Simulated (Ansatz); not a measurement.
The relaxed structure here is a generated cell of CoPdO2: the first start was made by a random draw of sites in a space group, and the end was not matched to a known phase here, so it may be hypothetical.

One stationary structure of CoPdO2. Method: PBE (plane waves to 420 eV, PAW, scalar-relativistic; Ansatz, a program for electronic structure).

```
CELL_PARAMETERS angstrom
      2.75880     1.59279     4.93193
     -2.75880     1.59279     4.93193
      0.00000    -3.18559     4.93193
ATOMIC_POSITIONS crystal
  Co 0.33581 0.33581 0.33581
  Co 0.73839 0.73839 0.73839
  O  0.42396 0.05130 0.66839
  O  0.66839 0.42396 0.05130
  O  0.05130 0.66839 0.42396
  O  0.22013 0.22013 0.22013
  Pd 0.90607 0.90607 0.90607
  Pd 0.08429 0.08429 0.08429
```

Problem. Determine the symmetry and give the standard cell with its independent sites.

Solution. Space group R3, hexagonal axes (No. 146); a = b = 5.5176 Å, c = 14.7958 Å, α = β = 90.00°, γ = 120.00°

| atom | site | symmetry | x | y | z |
|---|---|---|---|---|---|
| Co | 3a | 3. | 0.0000 | 0.0000 | 0.6642 |
| Co | 3a | 3. | 0.0000 | 0.0000 | 0.2616 |
| O | 9b | 1 | 0.2906 | 0.3368 | 0.2855 |
| O | 3a | 3. | 0.0000 | 0.0000 | 0.7799 |
| Pd | 3a | 3. | 0.0000 | 0.0000 | 0.0939 |
| Pd | 3a | 3. | 0.0000 | 0.0000 | 0.9157 |

Problem. Give the shortest distances between elements (the closest pairs, up to four, under 3.6 Å).

Solution. Co–O 1.71 Å; O–Pd 2.01 Å; Co–Pd 2.48 Å; Pd–Pd 2.64 Å.

```yaml
volume_per_atom: 16.25 Å³
band_gap: "no clear gap: the sampled points leave 0.03 eV away from the symmetry points, which may be a band crossing missed between them"
magnetic_moment: net 0.00 μB/atom, antiferromagnetic
```

Spin state reached: antiferromagnetic (net 0.00 μB/atom), from parallel starting moments; other spin orders were not run from this start. No Hubbard U is applied. A magnetic insulating state can be missed without it.

The run could not lower the symmetry of its start; a shaken copy of this end point relaxes with PBE to P1 (No. 1), 0.24 eV/atom lower.
